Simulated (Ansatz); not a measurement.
Relaxed candidate structures of SbAs:

A. F-43m (No. 216), cF8, zinc blende type; a = b = c = 6.430 Å, α = β = γ = 90.00°; Sb 4d (0.750, 0.750, 0.750); As 4a (0.000, 0.000, 0.000)

B. Fm-3m (No. 225), cF8, rock salt type; a = b = c = 5.763 Å, α = β = γ = 90.00°; Sb 4a (0.000, 0.000, 0.000); As 4b (0.500, 0.500, 0.500)

C. P6₃/mmc (No. 194), hP4, NiAs type; a = b = 3.914 Å, c = 7.301 Å, α = β = 90.00°, γ = 120.00°; Sb 2a (0.000, 0.000, 0.000); As 2c (0.333, 0.667, 0.250)

D. P6₃mc (No. 186), hP4; a = b = 4.862 Å, c = 6.006 Å, α = β = 90.00°, γ = 120.00°; Sb 2b (0.667, 0.333, 0.035); As 2b (0.333, 0.667, 0.090)

**Question.** Order them by energy per atom (lowest first) at the level PBEsol (plane waves to 420 eV, PAW, scalar-relativistic; Ansatz, a program for electronic structure).

**Answer.** B (reference, the lowest of the structures calculated here), C (+0.08 eV/atom), D (+0.16 eV/atom), A (+0.34 eV/atom)

Each run could gain symmetry but not lose that of its start, so entries can be saddle points. All of these are generated cells (placed on structure types, drawn at random, substituted or restacked) that were not matched to a known phase here. The real structure of this composition may not be among these. Energies are at zero temperature and pressure, without zero-point motion. No spin polarisation in the result.
